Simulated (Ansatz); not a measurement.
Tl:
```yaml
crystal:
  lattice:
    - [-1.96006, 1.96006, 1.96006]
    - [1.96006, -1.96006, 1.96006]
    - [1.96006, 1.96006, -1.96006]
  atoms:
    - { symbol: Tl, position: [0.00000, 0.00000, 0.00000] }
```

Relaxed with r²SCAN. Special points in fractions of this cell's reciprocal vectors: Γ (0.000, 0.000, 0.000); H (0.500, -0.500, 0.500); N (0.000, 0.000, 0.500); P (0.250, 0.250, 0.250).

Task: List the band energies nearest the Fermi level at these points for r²SCAN in the plane-wave PAW code Ansatz.

Result: In eV from the Fermi level; about four levels below and three above (degenerate sets whole), none deeper than 8.9 eV; … stands for higher levels left out; points with the same levels are listed once.

```csv
k,below,above
Γ,–,10.48 10.48 10.48
H,-2.10,1.38 1.38 1.38
N,-5.40 -2.67,5.66 7.19 …
P,-4.63,0.74 0.74 0.74
```

Space group Im-3m (bcc (W type)). This is a known high-temperature phase of the composition, computed here at zero pressure and temperature. The cell was relaxed with r²SCAN under the symmetry of its start; whether a distortion lowers the energy is not shown. Spin–orbit coupling is left out wherever it is not named.

Potentials: the later of the program's two PAW sets.
